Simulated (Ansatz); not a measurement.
Trial structures of Te₃WCl₂: starts and ends

The calculation used Ansatz, DFT PBE, scalar-relativistic, plane waves, PAW. Settings: cutoff 420 eV, Γ-centred meshes spaced at most about 0.3 Å⁻¹, and about 0.25 Å⁻¹ or finer for metals (2π included), Gaussian smearing. Collinear spin in cells that started with moments and kept them past the coarse steps, no spin elsewhere.

Each guess was relaxed in cell and atoms at zero pressure, within the symmetry of its start. These are static total energies at zero pressure. Coordination counts Cl or Te atoms around W (for each partner element, those within 1.25 times its shortest distance or 1.15 times the sum of covalent radii, where it is the nearest in units of that sum or under 1.3; a plus sign parts groups by distance over the sum of covalent radii; the shortest distance is added where it exceeds 1.18 times the sum of covalent radii).

| guess | made from | start group | V start (Å³/atom) | end group | V end (Å³/atom) | coordination at the end | gap on mesh (eV) | largest moment (μB) | E over the lowest end (meV/atom) |
| --- | --- | --- | --- | --- | --- | --- | --- | --- | --- |
| 1 | random cell | P4/mmm | 33.1 | P4/mmm | 47.8 | W 6 | 0 | - | 0 |
| 2 | Mg2ZnO3 type | P-3m1 | 24.1 | ? | ? | ? | ? | ? | ? |
| 3 | random cell | P6/mmm | 28.5 | P6/mmm | 36.4 | W 6 from 3.3 Å | 0 | 3.6 | 1123 |
| 4 | Gd2CoNi3 type | P-6m2 | 32.9 | P-6m2 | 29.6 | W 3+6 | 0 | 2.0 | 559 |
| 5 | Y2NiRu3 type | R-3m | 31.1 | R-3m | 26.4 | W 6 | 0 | 0.0 | 256 |

Guess 2 as it starts:

```cif
data_structure
_symmetry_space_group_name_H-M 'P 1'
_symmetry_Int_Tables_number 1
_cell_length_a 4.0887
_cell_length_b 4.0887
_cell_length_c 9.9802
_cell_angle_alpha 90.000
_cell_angle_beta 90.000
_cell_angle_gamma 120.000
_cell_volume 144.49
loop_
_atom_site_label
_atom_site_type_symbol
_atom_site_fract_x
_atom_site_fract_y
_atom_site_fract_z
_atom_site_occupancy
Te1 Te 0.33333 0.66667 0.17262 1
Te2 Te 0.66667 0.33333 0.82738 1
Te3 Te 0.00000 0.00000 0.50000 1
W1 W 0.00000 0.00000 0.00000 1
Cl1 Cl 0.33333 0.66667 0.66580 1
Cl2 Cl 0.66667 0.33333 0.33420 1
```

Task: Fill in the missing row: what does this guess relax into, and where does it rank?

Result: It ends in space group P-3m1 (No. 164), with a = 4.224 Å, c = 12.570 Å, 32.4 Å³/atom and no gap; its coordination is W 6, with moments up to 1.6 μB. It lies 244 meV/atom over the lowest end, above guess 1 and below guess 5. Counting Cl or Te atoms around W, this end and the lowest (guess 1) both have W 6. The lowest (guess 1) holds Te–Te nets (shortest 2.89 Å); in this end the shortest Te–Te distance is 3.79 Å.

```yaml
crystal:
  lattice:
    - [4.22400, 0.00000, 0.00000]
    - [-2.11200, 3.65809, 0.00000]
    - [0.00000, 0.00000, 12.57041]
  atoms:
    - { symbol: Te, position: [0.33333, 0.66667, 0.11551] }
    - { symbol: Te, position: [0.66667, 0.33333, 0.88449] }
    - { symbol: Te, position: [0.00000, 0.00000, 0.50000] }
    - { symbol: W, position: [0.00000, 0.00000, 0.00000] }
    - { symbol: Cl, position: [0.33333, 0.66667, 0.60630] }
    - { symbol: Cl, position: [0.66667, 0.33333, 0.39370] }
```

Formation energies are uncorrected and refer to the elements' standard structures at the same level (Cl₂ as a molecule).

Task: Is the lowest end bound against the elements?

Result: Too close to call: its formation energy is −0.01 eV/atom. The formation energy is too near zero to say whether this cell lies below the elements.

For metals, differences of a few meV/atom aren't resolved. Weakly bound directions are ill-defined at this level, which has no dispersion term (P4/mmm, P-3m1, P-6m2, P6/mmm), and this can change margins and order among such cells. Spin–orbit coupling, which can matter for Te and W, is left out. The reference form of Te is held partly by dispersion forces, which this level lacks. The magnetic state reached may not be the lowest. Cells relaxed within their symmetry can be saddle points. A lower structure may well exist outside this small set. Some candidate types were left out of the draw beforehand, so a known form may be missing.
